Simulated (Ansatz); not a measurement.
SiO₂ (space group P3_221)

```
CELL_PARAMETERS angstrom
      4.92339     0.00000     0.00000
     -2.46169     4.26378     0.00000
      0.00000     0.00000     5.41794
ATOMIC_POSITIONS crystal
  Si 0.00000 0.46928 0.33333
  Si 0.53072 0.53072 0.00000
  Si 0.46928 0.00000 0.66667
  O  0.14480 0.73161 0.54829
  O  0.26839 0.41319 0.21495
  O  0.58681 0.85520 0.88162
  O  0.73161 0.14480 0.45171
  O  0.41319 0.26839 0.78505
  O  0.85520 0.58681 0.11838
```

The slice is a (1 -1 0 0) plane (indices of the conventional cell) through the point (0.000, 0.469, 0.333) (fractional), spanned by u = [110] and v = [001] in vectors of this cell: u (4.92 Å) and v (5.42 Å, at 90° to u). It covers one period; positions are fractions (u, v).

Calculation: r2SCAN (plane waves to 500 eV, PAW, scalar-relativistic; Ansatz, a first-principles code). k mesh 8×8×6. These are valence fields of a PAW run, semicore shells included where kept as valence: close to a nucleus they are smooth pseudo fields. SiO2 was relaxed with its symmetry unable to fall.

Q: Around which element is the density of the highest valence band (whole band, smooth part) largest on this plane?

A: O. Mean over a disc round each atom, of radius 0.45 times the shortest bond: O 0.079, Si 0.002 e/Å³.

Q: Sketch the electrostatic potential energy of an electron, from the cell's mean on this plane as a map.

A: 
| v \ u | 0.00 | 0.14 | 0.28 | 0.41 | 0.55 | 0.69 | 0.83 | 0.97 |
|---|---|---|---|---|---|---|---|---|
| 0.88 | x | <0.0 | 5.0 | 7.6 | 8.2 | 6.8 | <0.0 | x |
| 0.75 | 4.2 | 5.7 | 7.0 | 7.9 | 8.2 | 7.6 | 6.2 | 4.3 |
| 0.62 | 7.9 | 7.6 | 7.2 | 6.1 | 6.1 | 7.4 | 7.7 | 7.9 |
| 0.50 | 8.0 | 7.6 | 4.9 | <0.0 | <0.0 | 3.2 | 6.9 | 7.9 |
| 0.38 | 7.9 | 7.1 | 0.5 | x | x | <0.0 | 6.1 | 7.7 |
| 0.25 | 4.2 | x | x | x | x | <0.0 | 4.5 | 4.3 |
| 0.12 | x | <0.0 | 1.0 | 2.2 | <0.0 | x | x | x |
| 0.00 | x | x | 3.7 | 7.1 | 7.1 | x | <0.0 | x |

Values: electrostatic potential energy of an electron, from the cell's mean, in eV. Points within 0.7 Å of a nucleus are blanked (x), as the pseudised field means little there. Values under 0 eV are set to 0. The zero, the cell's mean, hangs on the PAW cores.
